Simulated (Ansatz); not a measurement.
Data:

SnAu5:
Space group R32, hexagonal axes (No. 155); a = b = 5.146 Å, c = 14.431 Å, α = β = 90.00°, γ = 120.00°

```csv
atom,site,symmetry,x,y,z
Sn,3a,32,0.0000,0.0000,0.0000
Au,6c,3.,0.0000,0.0000,0.3301
Au,9e,.2,0.3281,0.3281,0.5000
```
(The calculation used a cell of 6 atoms; values per cell refer to that cell.)

This is the r²SCAN-relaxed structure.

**Question.** All from r²SCAN in the plane-wave PAW code Ansatz, unless another level is named. Predict the density of states at the Fermi level.

**Answer.** 0.29 states/eV per atom (mean over ±0.08 eV).

**Question.** What about the formation energy from the elements (no fitted shifts)?

**Answer.** -0.011 eV/atom.

**Question.** Give the gap with spin–orbit coupling.

**Answer.** none (metallic).

The first step of the workflow began from a Materials Project structure, measured or hypothetical; the Crystallography Open Database files this formula in space group No. 155, but the cells were not matched. Its standing as an ambient phase is unchecked. The r²SCAN relaxation kept the symmetry of its start; its stability against distortions is not shown here. Axis ratios of metals converge slowly with the k-mesh, so a and c are less sure than the volume. The references are the lowest solids computed at this level, not always the standard phases. Scalar-relativistic: spin–orbit coupling is off unless named, which matters more the heavier the elements.

Potentials: the later of the program's two PAW sets.
